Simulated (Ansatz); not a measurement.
All numbers below come from DFT PBE, scalar-relativistic, plane waves, PAW in Ansatz. All cells share a 420 eV cutoff and Γ-centred k meshes spaced at most about 0.3 Å⁻¹ (about 0.25 or finer for metals, 2π included). No spin polarisation in the final relaxations.

These are static total energies at zero pressure. All come from trial cells, and lower structures may exist.

Question: These unrelaxed guesses for SiSn5 are each relaxed within their symmetry. Order them by the energy at which they end, lowest first.
A.

```
Si Sn
1.0
     6.24490    0.00000    0.00000
    -3.12245    5.40824    0.00000
     0.00000    0.00000    4.86461
Si Sn
1 5
Direct
  0.00000 0.00000 0.00000
  0.33333 0.66667 0.00000
  0.66667 0.33333 0.00000
  0.50000 0.00000 0.50000
  0.50000 0.50000 0.50000
  0.00000 0.50000 0.50000
```

B.

```
Si Sn
1.0
     6.32153    0.00000    0.00000
    -3.16077    5.47461    0.00000
     0.00000    0.00000    4.86303
Si Sn
1 5
Direct
  0.00000 0.00000 0.50000
  0.33333 0.66667 0.50000
  0.66667 0.33333 0.50000
  0.50000 0.00000 0.50000
  0.00000 0.50000 0.50000
  0.50000 0.50000 0.50000
```

C.

```
Si Sn
1.0
     3.54546    0.00000    0.00000
    -1.77273    3.07046    0.00000
     0.00000    0.00000   17.91623
Si Sn
1 5
Direct
  0.00000 0.00000 0.00000
  0.66667 0.33333 0.83495
  0.00000 0.00000 0.66732
  0.66667 0.33333 0.50000
  0.00000 0.00000 0.33268
  0.66667 0.33333 0.16505
```

D.

```
Si Sn
1.0
     0.00000    4.33122    4.33122
     4.33122    0.00000    4.33122
     4.33122    4.33122    0.00000
Si Sn
1 5
Cartesian
  0.0000 0.0000 0.0000
  2.1656 2.1656 2.1656
  5.4107 3.2518 3.2518
  5.4107 5.4107 5.4107
  3.2518 3.2518 5.4107
  3.2518 5.4107 3.2518
```

Answer: C (ends in P-6m2, 0 meV/atom), D (ends in F-43m, 236 meV/atom), A (ends in P6/mmm, 276 meV/atom), B (ends in P6/mmm, 0.61 eV/atom). Even the lowest end lies +0.22 eV/atom against the elements.

Cells relaxed within their symmetry can be saddle points. Some candidate types were left out of the draw beforehand, so a known form may be missing.
